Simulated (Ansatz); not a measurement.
This ZrSi3O8 structure is the end of a relaxation. The cell was found from a structure generator's guess, not taken from experiment.

Level of theory: DFT PBE, scalar-relativistic, plane waves, PAW (Ansatz 0.2.0). Cutoff 420 eV, Γ-centred mesh, Gaussian smearing, no spin polarisation.

```xyz
12
Lattice="5.5005 0.0000 0.0000 0.0000 5.5005 0.0000 0.0000 0.0000 8.0313" Properties=species:S:1:pos:R:3 pbc="T T T"
Zr    2.7503    2.7503    4.0157
Si    0.0000    2.7503    6.2681
Si    2.7503    0.0000    1.7633
Si    0.0000    0.0000    0.0000
O     0.0000    4.1207    7.1593
O     2.7503    1.2867    2.7454
O     1.2867    2.7503    5.2860
O     4.1207    0.0000    0.8721
O     0.0000    1.3799    7.1593
O     2.7503    4.2138    2.7454
O     4.2138    2.7503    5.2860
O     1.3799    0.0000    0.8721
```

Formation energies are uncorrected and refer to the elements' standard structures at the same level (O₂ as a molecule).

Question: What space group does it have?

Answer: P-4m2 (No. 115). Conventional cell: a = 5.501 Å, c = 8.031 Å. Around Zr lie 4 O at 1.94 Å; Si on a site of symmetry 2mm has 4 O at 1.62–1.63 Å; Si on a site of symmetry -4m2 has 4 O at 1.63 Å; O on its first site has 2 Si at 1.63 Å; 1 more site not described.

Question: How far does it lie from the elements in energy?

Answer: −2.856 eV/atom. A negative formation energy is needed for stability but isn't enough: competing phases decide.

Question: Is it a metal?

Answer: No, the gap on the 4×4×4 mesh is 4.66 eV.

The last run used a 4×4×4 mesh for its 12-atom cell and Gaussian smearing of 0.02 eV. Kohn–Sham gaps at this level usually fall short of measured ones. A later test with randomly moved atoms led to a structure 14 meV/atom lower, so this end is a saddle point or a shallow minimum.
